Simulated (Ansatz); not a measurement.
HfC (rock salt), relaxed with r²SCAN (Ansatz, a program for electronic structure, plane waves, PAW): a = b = c = 4.641 Å, α = β = γ = 90.00°.

| Property | Value |
|---|---|
| ΔH_f (eV/atom) | -1.08 |

Task: The same phase is relaxed and computed with LDA in the same code. What are the cell and these values now?

Result: a = 4.572 Å, b = 4.572 Å, c = 4.572 Å, α = 90.00°, β = 90.00°, γ = 90.00°.

* **ΔH_f (eV/atom)**: -1.01

All cells were relaxed under the symmetry of their starts (and spin orders); stability against distortions was not tested throughout. Rows with no word on spin ran without spin polarisation. Scalar-relativistic: spin–orbit coupling is off unless named, which matters more the heavier the elements.

Potentials: the later of the program's two PAW sets.

Ansatz is a plane-wave DFT program.

Formation energies count from the lowest solids of the elements computed at the same level, not from gases.
